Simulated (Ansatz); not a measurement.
## Cu₄Ni: computed properties

Method: DFT PBE, scalar-relativistic, plane waves, PAW (Ansatz).

Cutoff 420 eV; k points 18×18×2 on the computed 10-atom cell (Γ-centred); Gaussian smearing, width 0.10 eV; no spin polarisation.

The structure is relaxed at this level of theory with its symmetry kept, and needn't be the ground state of this composition.

Space group P6_3/mmc (No. 194), hexagonal, a = 2.539 Å, c = 20.970 Å. Cu on its first site is surrounded by 12 Cu at 2.54–2.58 Å; around Cu on its second site lie 3 Ni at 2.53 Å and 9 Cu at 2.54–2.58 Å; Ni has 6 Cu at 2.53 Å and 6 Ni at 2.54 Å.

| Quantity | Value |
| --- | --- |
| Volume per atom | 11.71 Å³ |
| Formation energy from the elements' standard states (uncorrected) | +0.018 eV/atom |
| Kohn–Sham band gap | none (metal) |
| Density of states at the Fermi level | 5.2 states/eV per cell |
| Orbital (Löwdin) character within 0.5 eV of the Fermi level | Ni 3d 59 %, Cu 3d 17 %, Cu 4s 14 %, unprojected 8 % |
| Bader charge by site (e) | Cu (4 in the cell) 0.00, Cu (4 in the cell) 0.02, Ni (2 in the cell) -0.05 |

A magnetic start lost its moments in a first run, so spin was left out; other magnetic orders weren't tried.

The cell was found from a structure generator's guess, not taken from experiment. Löwdin shares on free-atom orbitals overweight diffuse shells.
